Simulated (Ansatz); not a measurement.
In:
```yaml
crystal:
  lattice:
    - [3.29804, 0.00000, 0.00000]
    - [-1.64902, 2.85619, 0.00000]
    - [0.00000, 0.00000, 11.18299]
  atoms:
    - { symbol: In, position: [0.00000, 0.00000, 0.00000] }
    - { symbol: In, position: [0.00000, 0.00000, 0.50000] }
    - { symbol: In, position: [0.33333, 0.66667, 0.25000] }
    - { symbol: In, position: [0.66667, 0.33333, 0.75000] }
```

Relaxed with r²SCAN. Special points in fractions of this cell's reciprocal vectors: Γ (0.000, 0.000, 0.000); M (0.500, 0.000, 0.000); K (0.333, 0.333, 0.000); A (0.000, 0.000, 0.500); L (0.500, 0.000, 0.500); H (0.333, 0.333, 0.500).

Task: List the band energies nearest the Fermi level at these points for DFT-r²SCAN in the program Ansatz with PAW potentials.

Result: In eV from the Fermi level; about four levels below and three above (degenerate sets whole), none deeper than 8.9 eV; points with the same levels are listed once.

| k | below | above |
|---|---|---|
| Γ | -8.66 -8.65 -4.97 -3.73 | 2.63 2.64 9.27 9.27 |
| M | -3.57 -3.26 -3.09 -3.03 | 0.03 0.06 1.34 |
| K | -1.06 -1.06 -0.99 -0.99 | 1.85 1.99 1.99 |
| A | -6.91 -6.91 -1.11 -1.11 | 6.86 6.86 9.52 9.52 9.52 9.52 |
| L | -1.79 -1.79 -1.36 -1.36 | 3.33 3.33 4.88 4.88 |
| H | -1.71 -1.71 -0.11 -0.11 | 0.41 0.41 0.69 0.69 |

Space group P6_3/mmc (dhcp (α-La type)). The first step of the workflow began from a Materials Project structure, measured or hypothetical; the Crystallography Open Database copy checked does not list it. It is not the phase usual at ambient conditions (space group No. 139). Symmetry was held in the r²SCAN relaxation; whether a distortion lowers the energy is not shown. Scalar-relativistic: spin–orbit coupling is off unless named, which matters more the heavier the elements.

Potentials: the later of the program's two PAW sets.
